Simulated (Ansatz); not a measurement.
TiAu in space group P4/nmm (No. 129; Ti on 2c, Au on 2c) under volume change, DFT-PBEsol in the program Ansatz with PAW potentials, shape and atoms relaxed at each volume.

```tsv
V (Å³/atom)	E − E(relaxed) (meV/atom)	P (GPa)
14.949	80.5	19.09
15.442	___	___
15.934	___	___
16.427	0.0	-0.01
16.920	7.1	-4.46
17.413	26.7	-8.19
17.906	56.9	-11.32
```

Question: Some entries are withheld; supply them.

Answer: 
- 15.934, E − E(relaxed) (meV/atom): 7.9
- 15.934, P (GPa): 5.30
- 15.442, E − E(relaxed) (meV/atom): 33.6
- 15.442, P (GPa): 11.60

Question: What does a third-order Birch–Murnaghan fit give for V₀, B₀ and B′?

Answer: V₀ = 16.43 Å³/atom, B₀ = 161 GPa, B′ = 4.8.

The first step of the workflow began from a Materials Project structure, measured or hypothetical; the Crystallography Open Database copy checked does not list it. COD files the formula under space group No. 221. Its standing as an ambient phase is unchecked. The cell was relaxed with PBEsol under the symmetry of its start; whether a distortion lowers the energy is not shown. No spin polarisation was allowed. Scalar-relativistic: spin–orbit coupling is off unless named, which matters more the heavier the elements.

Potentials: the later of the program's two PAW sets.
